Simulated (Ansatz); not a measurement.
Cu$_{3}$Sb in space group Pmmn (No. 59; Cu on 2b, Cu on 4e, Sb on 2a) under volume change, DFT-r²SCAN in the program Ansatz with PAW potentials, shape and atoms relaxed at each volume.

```csv
V (Å³/atom),E − E(relaxed) (meV/atom),P (GPa)
13.363,38.5,11.08
13.803,15.0,6.22
14.244,3.5,2.33
14.685,0.0,0.00
15.125,3.6,-2.49
15.566,12.6,-3.81
16.006,23.4,-3.93
```

### Question
What does a third-order Birch–Murnaghan fit give for V₀, B₀ and B′?

### Answer
V₀ = 14.62 Å³/atom, B₀ = 79.1 GPa, B′ = 10.7.

The workflow started from a Materials Project entry (that database holds measured and hypothetical structures alike); the Crystallography Open Database copy checked does not list it. Its standing as an ambient phase is unchecked. The cell was relaxed with r²SCAN under the symmetry of its start; whether a distortion lowers the energy is not shown. No spin polarisation was allowed. Spin–orbit coupling is left out wherever it is not named.

Potentials: the later of the program's two PAW sets.
